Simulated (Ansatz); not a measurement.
Si₂Ni₆B:
```
Si2Ni6B
1.0
    6.05963     0.00000     0.00000
   -3.02981     5.24779     0.00000
    0.00000     0.00000     2.83130
B Si Ni
1 2 6
Cartesian
  0.00000   0.00000   1.41565
  0.00000   3.49853   0.00000
  3.02981   1.74926   0.00000
  3.70193   0.00000   1.41565
  1.17885   2.04183   1.41565
 -1.85096   3.20596   1.41565
  1.48475   0.00000   0.00000
  2.28744   3.96196   0.00000
 -0.74238   1.28583   0.00000
```

Relaxed with r²SCAN.

Q: Give the Bader charges and basin volumes of the independent atoms, r²SCAN in the plane-wave PAW code Ansatz.

A: 

```csv
atom,Bader charge (e),Bader volume (Å³)
B1,-0.24,7.2
Si2,+0.45,10.4
Ni4,-0.14,10.5
Ni7,-0.08,10.1
```

Space group P-62m. The workflow started from an entry of the Crystallography Open Database (COD). Its standing as an ambient phase is unchecked. The cell was relaxed with r²SCAN under the symmetry of its start; whether a distortion lowers the energy is not shown. The workflow began spin-polarised and lost its moments.

Potentials: the later of the program's two PAW sets.
